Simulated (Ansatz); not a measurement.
Computed with DFT PBE, scalar-relativistic, plane waves, PAW in Ansatz 0.2.0. All cells share a 420 eV cutoff and Γ-centred k meshes spaced at most about 0.3 Å⁻¹ (about 0.25 or finer for metals, 2π included). No spin polarisation in the final relaxations.

All energies are static (0 K, no zero-point motion).

Two forms of ZnSe5 were relaxed alike.

A.

```
Zn Se
1.0
     6.40014    0.00000    0.00000
    -3.20007    5.54268    0.00000
     0.00000    0.00000    3.66538
Zn Se
1 5
Direct
  0.00000 0.00000 0.50000
  0.68109 0.00000 0.00000
  0.66667 0.33333 0.50000
  0.31891 0.31891 0.00000
  0.33333 0.66667 0.50000
  0.00000 0.68109 0.00000
```

B.

```
Zn Se
1.0
     7.23352    0.00000    0.00000
    -3.61676    6.26442    0.00000
     0.00000    0.00000    3.54346
Zn Se
1 5
Direct
  0.00000 0.00000 0.00000
  0.50000 0.00000 0.50000
  0.50000 0.50000 0.50000
  0.00000 0.50000 0.50000
  0.33333 0.66667 0.00000
  0.66667 0.33333 0.00000
```

Task: Which is lower in energy, and by how much?

Result: A is lower, by 178 meV/atom. A has space group P-62m (No. 189), 21.7 Å³/atom and no gap on its mesh; B has space group P6/mmm (No. 191), 26.8 Å³/atom and no gap. Counting Se atoms around Zn (those within 1.25 times the shortest such distance or 1.15 times the sum of covalent radii; the shortest distance is added where it is long for a bond), A has Zn 6 and B has Zn 18 from 4.0 Å. The denser one is the lower, and pressure would at first widen the difference. Even the lower one lies +0.24 eV/atom against the reference forms of the elements (uncorrected), so neither is stable at this level. In A, Zn has 6 Se at 2.74 Å; Se on a site of symmetry m2m has 2 Zn at 2.74 Å and 4 Se at 2.85 Å; Se on a site of symmetry -6 is surrounded by 6 Se at 2.85 Å. In B, Zn has 2 Zn at 3.54 Å and 18 Se at 4.03–4.18 Å (long contacts); Se on a site of symmetry mmm has 4 Se at 2.74 Å, 6 Se at 3.54–3.62 Å and 4 Zn at 4.03 Å; around Se on a site of symmetry -6m2 lie 6 Se at 2.74 Å. Both come from invented guesses.

Cells relaxed within their symmetry can be saddle points.
